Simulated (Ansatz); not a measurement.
# GeTe2Pb: computed property card

GeTe2Pb:
```
CELL_PARAMETERS angstrom
      4.35132     0.00000     0.00000
      0.00000     4.35132     0.00000
      0.00000     0.00000     6.15615
ATOMIC_POSITIONS crystal
  Ge 0.00000 0.00000 0.00000
  Te 0.00000 0.00000 0.50000
  Te 0.50000 0.50000 0.00000
  Pb 0.50000 0.50000 0.50000
```

Space group P4/mmm (No. 123); conventional cell a = b = 4.351 Å, c = 6.156 Å, α = β = γ = 90.00°.

Method: LDA (plane waves, PAW; program Ansatz). Geometry: relaxed at this level of theory. Other levels are named where they apply.

Cell and energy:

```json
{
  "volume_per_atom": "29.14 Å³",
  "density": "7.62 g/cm³",
  "Formation energy from the elements (no fitted shifts)": "-0.15 eV/atom"
}
```

Electronic structure:

```json
{
 "electronic_character": "no gap, with almost no states at the Fermi level (zero-gap or semimetallic)",
 "Density of states at the Fermi level": "0.00 states/eV per atom (mean over ±0.08 eV)"
}
```

Mechanics:

```json
{
  "Bulk modulus (Birch–Murnaghan fit)": "52.7 GPa",
  "Pressure derivative B′": "4.4"
}
```

Phonons:

```json
{
  "highest_zone_centre_frequency": "114 cm^-1",
  "zone_centre_stability": "unstable, softest mode 96i cm⁻¹"
}
```

The first step of the workflow began from a Materials Project structure, measured or hypothetical; the Crystallography Open Database copy checked does not list it. With Ge and Pb taken as one species the cell has the higher symmetry Fm-3m, so it may be an ordered model of a mixed-site phase. Its standing as an ambient phase is unchecked. Symmetry was held in the LDA relaxation. As this level gives no gap, phonon frequencies hold no LO–TO term and depend on the k-mesh and smearing (Fermi–Dirac, 0.1 eV here). The references are the lowest solids computed at this level, not always the standard phases. Scalar-relativistic: spin–orbit coupling is off unless named, which matters more the heavier the elements.

Potentials: the later of the program's two PAW sets.
